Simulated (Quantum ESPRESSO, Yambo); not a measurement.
RhCuO2 (space group R-3m, No. 166) under isotropic strain (on all lattice vectors), counted from the cell relaxed with PBEsol, atoms relaxed at each step. PBEsol (pw.x of Quantum ESPRESSO, ONCV potentials, without SOC); G0W0 in Yambo (4×4×4 Γ-centred k mesh, bands 9 to 101 and a 8 Ry block in the screening, 101 bands in G with the Bruneval-Gonze terminator, plasmon pole fitted at 27.2 eV).

| strain s (%) | PBEsol direct gap at (0.25, -0.5, -0.5) (eV) | G0W0 direct gap at (0.25, -0.5, -0.5) (eV) |
|---|---|---|
| -3 | 1.425 | 2.204 |
| -1.5 | 1.312 | 2.051 |
| -0.7 | ? | ? |
| 0 | 1.208 | 1.907 |
| +1 | 1.144 | 1.819 |
| +2 | 1.083 | 1.729 |

**Question.** Fit a parabola in s to each column by least squares and predict the withheld row.

**Answer.** PBEsol: E = 1.208 − 0.0664 s + 0.0020 s² (largest residual 0 meV), giving 1.256 eV at s = -0.7; the run gave 1.255 eV, a miss of 0 meV. G0W0: E = 1.908 − 0.0928 s + 0.0019 s² (largest residual 2 meV), giving 1.974 eV at s = -0.7; the run gave 1.974 eV, a miss of 0 meV. The GW settings are held fixed; their convergence isn't established. The screening block changes size along the series (123 vectors at -3 %, 123 vectors at -1.5 %, 129 vectors at -0.7 %, 129 vectors at +0 %, 137 vectors at +1 %, 137 vectors at +2 %), which puts steps into the G0W0 values. Spin-orbit splittings are left out. The 3d shell has no Hubbard U; the runs are without spin polarisation, and magnetic order was not tried.
